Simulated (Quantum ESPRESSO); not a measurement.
Hf2TaO5F3, one run as intended and one with a planted mistake

Simulated, not a measurement. The program is pw.x of Quantum ESPRESSO 7.5 (plane-wave density functional theory). The cell is made up: 11 atoms on a fluorite lattice with one site empty, with randomly drawn elements, strain and displacements, not relaxed. PseudoDojo standard norm-conserving files (v0.5 for PBE, v0.4.1 for LDA and PBEsol) set the functional; there is no spin polarisation, spin-orbit coupling or dispersion term, and the masses in the input are unused placeholders.

The hafnium pseudopotential is less sure than the others, with forces about 3 percent (worst 6) and pressure in oxides about 1.5 GPa (worst 2.7) from a second method in checks, which no rerun with the same files tests.

Intended input:

```
&control calculation='scf', pseudo_dir='./dojo.nc.sr.pbe.v0_5.standard.upf', outdir='./o', disk_io='medium', tprnfor=.true., tstress=.true. /
&system ibrav=0, nat=11, ntyp=4, nbnd=50, ecutwfc=84.00895049, nosym=.true., tot_charge=0,
 occupations='smearing', smearing='fd', degauss=0.0018374661
/
&electrons conv_thr=7.350e-09, electron_maxstep=60, /
ATOMIC_SPECIES
F 1.0 F.upf
Hf 1.0 Hf.upf
O 1.0 O.upf
Ta 1.0 Ta.upf
CELL_PARAMETERS angstrom
4.999 0.0 0.0
0.0 4.999 0.0
0.0 0.0 4.999
ATOMIC_POSITIONS angstrom
Hf -0.0411 -0.0317 0.0414
Ta -0.0064 2.4947 2.4883
Hf 2.5252 0.037 2.4426
O 1.2093 1.2852 1.2321
O 1.2699 1.2691 3.7521
O 1.2452 3.7336 1.2381
O 1.2278 3.7541 3.7652
O 3.7511 1.2915 1.257
F 3.6795 1.2232 3.7221
F 3.708 3.7584 1.2951
F 3.7783 3.7593 3.7962
K_POINTS automatic
5 5 5 1 1 1
```

The log is shortened where brackets say so; the opening notice, blank lines, dates and the lines on written files are dropped, and the path of the files is cut. It prints rydbergs, bohrs and kilobars, and counts compression as positive stress. Where no state is partly filled, the Fermi energy that it prints is only some level between the filled and the empty states on the mesh, and need not lie in the true gap.

Log of the intended run:

```
     Program PWSCF v.7.5
     Parallel version (MPI & OpenMP), running on       1 processor cores
     Number of MPI processes:                 1
     Threads/MPI process:                     1
     [start-up lines left out]
     bravais-lattice index     =            0
     lattice parameter (alat)  =       9.4467  a.u.
     unit-cell volume          =     843.0358 (a.u.)^3
     number of atoms/cell      =           11
     number of atomic types    =            4
     number of electrons       =        88.00
     number of Kohn-Sham states=           50
     kinetic-energy cutoff     =      84.0090  Ry
     charge density cutoff     =     336.0358  Ry
     scf convergence threshold =      7.3E-09
     mixing beta               =       0.7000
     number of iterations used =            8  plain     mixing
     Exchange-correlation= PBE
                           (   1   4   3   4   0   0   0)
     [axes and pseudopotential details left out]
   Cartesian axes
     site n.     atom                  positions (alat units)
         1        Hf     tau(   1) = (  -0.0082216  -0.0063413   0.0082817  )
         2        Ta     tau(   2) = (  -0.0012803   0.4990398   0.4977596  )
         3        Hf     tau(   3) = (   0.5051410   0.0074015   0.4886177  )
         4        O      tau(   4) = (   0.2419084   0.2570914   0.2464693  )
         5        O      tau(   5) = (   0.2540308   0.2538708   0.7505701  )
         6        O      tau(   6) = (   0.2490898   0.7468694   0.2476695  )
         7        O      tau(   7) = (   0.2456091   0.7509702   0.7531906  )
         8        O      tau(   8) = (   0.7503701   0.2583517   0.2514503  )
         9        F      tau(   9) = (   0.7360472   0.2446889   0.7445689  )
        10        F      tau(  10) = (   0.7417483   0.7518304   0.2590718  )
        11        F      tau(  11) = (   0.7558112   0.7520104   0.7593919  )
     number of k points=    63  Fermi-Dirac smearing, width (Ry)=  0.0018
                       cart. coord. in units 2pi/alat
        k(    1) = (   0.1000000   0.1000000   0.1000000), wk =   0.0320000
        k(    2) = (   0.1000000   0.1000000   0.3000000), wk =   0.0320000
     [further k points left out]
     Dense  grid:    87655 G-vectors     FFT dimensions: (  60,  60,  60)
     Estimated max dynamical RAM per process >     149.31 MB
     Initial potential from superposition of free atoms
     starting charge      87.9953, renormalised to      88.0000
     Starting wfcs are   62 randomized atomic wfcs
     total cpu time spent up to now is       35.6 secs
     per-process dynamical memory:    92.1 Mb
     Self-consistent Calculation
     iteration #  1     ecut=    84.01 Ry     beta= 0.70
     Davidson diagonalization with overlap
     ethr =  1.00E-02,  avg # of iterations =  2.0
     total cpu time spent up to now is      103.4 secs
     total energy              =    -667.82841722 Ry
     estimated scf accuracy    <       4.39452506 Ry
     iteration #  2     ecut=    84.01 Ry     beta= 0.70
     Davidson diagonalization with overlap
     ethr =  4.99E-03,  avg # of iterations =  6.2
     total cpu time spent up to now is      219.3 secs
     total energy              =    -664.13173806 Ry
     estimated scf accuracy    <      36.63250093 Ry
     [iterations 3 to 13 left out]
     iteration # 14     ecut=    84.01 Ry     beta= 0.70
     Davidson diagonalization with overlap
     ethr =  8.83E-10,  avg # of iterations =  4.7
     total cpu time spent up to now is     1106.6 secs
     total energy              =    -670.14119674 Ry
     estimated scf accuracy    <       0.00000022 Ry
     iteration # 15     ecut=    84.01 Ry     beta= 0.70
     Davidson diagonalization with overlap
     ethr =  2.48E-10,  avg # of iterations =  3.1
     total cpu time spent up to now is     1166.5 secs
     End of self-consistent calculation
     [lines on levels left out]
     the Fermi energy is    11.6769 ev
!    total energy              =    -670.14119679 Ry
     estimated scf accuracy    <          5.3E-09 Ry
     smearing contrib. (-TS)   =      -0.00000000 Ry
     internal energy E=F+TS    =    -670.14119679 Ry
     The total energy is F=E-TS. E is the sum of the following terms:
     one-electron contribution =    -176.08914321 Ry
     hartree contribution      =     137.23572363 Ry
     xc contribution           =    -161.73363820 Ry
     ewald contribution        =    -469.55413900 Ry
     convergence has been achieved in  15 iterations
     Forces acting on atoms (cartesian axes, Ry/au):
     atom    1 type  2   force =     0.23626501    0.08080065    0.02860072
     atom    2 type  4   force =     0.33333577   -0.10592796   -0.05396547
     atom    3 type  2   force =    -0.26442237    0.06937377   -0.02217938
     atom    4 type  3   force =    -0.04801772   -0.02098072    0.07097058
     atom    5 type  3   force =    -0.11177218   -0.00597056   -0.06696257
     atom    6 type  3   force =    -0.09609133    0.01500143    0.05971288
     atom    7 type  3   force =    -0.07378818    0.01013344   -0.06641467
     atom    8 type  3   force =     0.02384351   -0.01786340    0.05740737
     atom    9 type  1   force =     0.03088532    0.01789599    0.01914046
     atom   10 type  1   force =     0.00698071   -0.02294416    0.00333037
     atom   11 type  1   force =    -0.03721854   -0.01951848   -0.02964029
     Total force =     0.566101     Total SCF correction =     0.000249
     Computing stress (Cartesian axis) and pressure
          total   stress  (Ry/bohr**3)                   (kbar)     P=      -13.30
  -0.00021902  -0.00015110   0.00006727          -32.22      -22.23        9.90
  -0.00015110  -0.00009673  -0.00006159          -22.23      -14.23       -9.06
   0.00006727  -0.00006159   0.00004454            9.90       -9.06        6.55
     init_run     :     31.70s CPU     35.41s WALL (       1 calls)
     electrons    :   1077.53s CPU   1130.91s WALL (       1 calls)
     forces       :      9.71s CPU      9.83s WALL (       1 calls)
     stress       :     48.09s CPU     50.26s WALL (       1 calls)
     [timing details left out]
     PWSCF        :  19m27.44s CPU  20m28.84s WALL
     JOB DONE.
```

A second run has one planted mistake: two atoms have their elements exchanged. The input lines that differ, file-writing options aside:

```
- O 1.2699 1.2691 3.7521
+ F 1.2699 1.2691 3.7521
- F 3.7783 3.7593 3.7962
+ O 3.7783 3.7593 3.7962
```

Its log:

```
     Program PWSCF v.7.5
     Parallel version (MPI & OpenMP), running on       4 processor cores
     Number of MPI processes:                 4
     Threads/MPI process:                     1
     [start-up lines left out]
     bravais-lattice index     =            0
     lattice parameter (alat)  =       9.4467  a.u.
     unit-cell volume          =     843.0358 (a.u.)^3
     number of atoms/cell      =           11
     number of atomic types    =            4
     number of electrons       =        88.00
     number of Kohn-Sham states=           50
     kinetic-energy cutoff     =      84.0090  Ry
     charge density cutoff     =     336.0358  Ry
     scf convergence threshold =      7.3E-09
     mixing beta               =       0.7000
     number of iterations used =            8  plain     mixing
     Exchange-correlation= PBE
                           (   1   4   3   4   0   0   0)
     [axes and pseudopotential details left out]
   Cartesian axes
     site n.     atom                  positions (alat units)
         1        Hf     tau(   1) = (  -0.0082216  -0.0063413   0.0082817  )
         2        Ta     tau(   2) = (  -0.0012803   0.4990398   0.4977596  )
         3        Hf     tau(   3) = (   0.5051410   0.0074015   0.4886177  )
         4        O      tau(   4) = (   0.2419084   0.2570914   0.2464693  )
         5        F      tau(   5) = (   0.2540308   0.2538708   0.7505701  )
         6        O      tau(   6) = (   0.2490898   0.7468694   0.2476695  )
         7        O      tau(   7) = (   0.2456091   0.7509702   0.7531906  )
         8        O      tau(   8) = (   0.7503701   0.2583517   0.2514503  )
         9        F      tau(   9) = (   0.7360472   0.2446889   0.7445689  )
        10        F      tau(  10) = (   0.7417483   0.7518304   0.2590718  )
        11        O      tau(  11) = (   0.7558112   0.7520104   0.7593919  )
     number of k points=    63  Fermi-Dirac smearing, width (Ry)=  0.0018
                       cart. coord. in units 2pi/alat
        k(    1) = (   0.1000000   0.1000000   0.1000000), wk =   0.0320000
        k(    2) = (   0.1000000   0.1000000   0.3000000), wk =   0.0320000
     [further k points left out]
     Dense  grid:    87655 G-vectors     FFT dimensions: (  60,  60,  60)
     Estimated max dynamical RAM per process >     283.12 MB
     Estimated total dynamical RAM >       1.04 GB
     Initial potential from superposition of free atoms
     starting charge      87.9953, renormalised to      88.0000
     Starting wfcs are   62 randomized atomic wfcs
     total cpu time spent up to now is        3.6 secs
     per-process dynamical memory:   221.2 Mb
     Self-consistent Calculation
     iteration #  1     ecut=    84.01 Ry     beta= 0.70
     Davidson diagonalization with overlap
     ethr =  1.00E-02,  avg # of iterations =  2.0
     total cpu time spent up to now is        9.3 secs
     total energy              =    -667.96127720 Ry
     estimated scf accuracy    <       4.26203383 Ry
     iteration #  2     ecut=    84.01 Ry     beta= 0.70
     Davidson diagonalization with overlap
     ethr =  4.84E-03,  avg # of iterations =  6.8
     total cpu time spent up to now is       18.2 secs
     total energy              =    -664.54443464 Ry
     estimated scf accuracy    <      32.49357143 Ry
     [iterations 3 to 15 left out]
     iteration # 16     ecut=    84.01 Ry     beta= 0.70
     Davidson diagonalization with overlap
     ethr =  1.38E-11,  avg # of iterations =  6.0
     total cpu time spent up to now is      112.7 secs
     total energy              =    -670.17028891 Ry
     estimated scf accuracy    <       0.00000003 Ry
     iteration # 17     ecut=    84.01 Ry     beta= 0.70
     Davidson diagonalization with overlap
     ethr =  1.38E-11,  avg # of iterations =  3.0
     total cpu time spent up to now is      118.7 secs
     End of self-consistent calculation
     [lines on levels left out]
     the Fermi energy is    11.3790 ev
!    total energy              =    -670.17028891 Ry
     estimated scf accuracy    <          5.2E-09 Ry
     smearing contrib. (-TS)   =      -0.00000000 Ry
     internal energy E=F+TS    =    -670.17028891 Ry
     The total energy is F=E-TS. E is the sum of the following terms:
     one-electron contribution =    -175.42549067 Ry
     hartree contribution      =     136.86515100 Ry
     xc contribution           =    -161.72212067 Ry
     ewald contribution        =    -469.88782857 Ry
     convergence has been achieved in  17 iterations
     Forces acting on atoms (cartesian axes, Ry/au):
     atom    1 type  2   force =     0.09856952   -0.06062233    0.01377950
     atom    2 type  4   force =     0.13952436    0.10911626   -0.05574088
     atom    3 type  2   force =    -0.12134797   -0.06856555   -0.02009047
     atom    4 type  3   force =    -0.03484836   -0.01624124    0.09063007
     atom    5 type  1   force =    -0.04980271    0.00928615   -0.01292125
     atom    6 type  3   force =    -0.09694395    0.01463930    0.06198517
     atom    7 type  3   force =    -0.03922492    0.01402210   -0.07126697
     atom    8 type  3   force =     0.02741455   -0.01466363    0.06021900
     atom    9 type  1   force =     0.04136436    0.03242368    0.01695205
     atom   10 type  1   force =     0.01803315   -0.01869492   -0.00166987
     atom   11 type  3   force =     0.01726198   -0.00069982   -0.08187634
     Total force =     0.340453     Total SCF correction =     0.000117
     Computing stress (Cartesian axis) and pressure
          total   stress  (Ry/bohr**3)                   (kbar)     P=      -19.32
   0.00003309  -0.00018339  -0.00008156            4.87      -26.98      -12.00
  -0.00018339  -0.00027587  -0.00049011          -26.98      -40.58      -72.10
  -0.00008156  -0.00049011  -0.00015124          -12.00      -72.10      -22.25
     init_run     :      3.39s CPU      3.51s WALL (       1 calls)
     electrons    :    114.96s CPU    115.19s WALL (       1 calls)
     forces       :      1.37s CPU      1.38s WALL (       1 calls)
     stress       :      4.74s CPU      4.87s WALL (       1 calls)
     [timing details left out]
     PWSCF        :   2m 4.53s CPU   2m 5.04s WALL
     JOB DONE.
```

```
                                            intended run  run with the mistake
                          free energy (eV)     -9117.735             -9118.131
                    smearing term -TS (eV)        0.0000                0.0000
                            pressure (GPa)         -1.33                 -1.93
            largest force component (eV/Å)         8.570                 3.587
largest change of a force component (eV/Å)                               5.529
                                iterations            15                    17
```

For scale, a rerun of the intended cell at a cutoff of 1437 eV and k mesh 7 x 7 x 7 moved values by no more than 0.004 eV in energy, 0.04 GPa in stress and 0.003 eV/Å in force.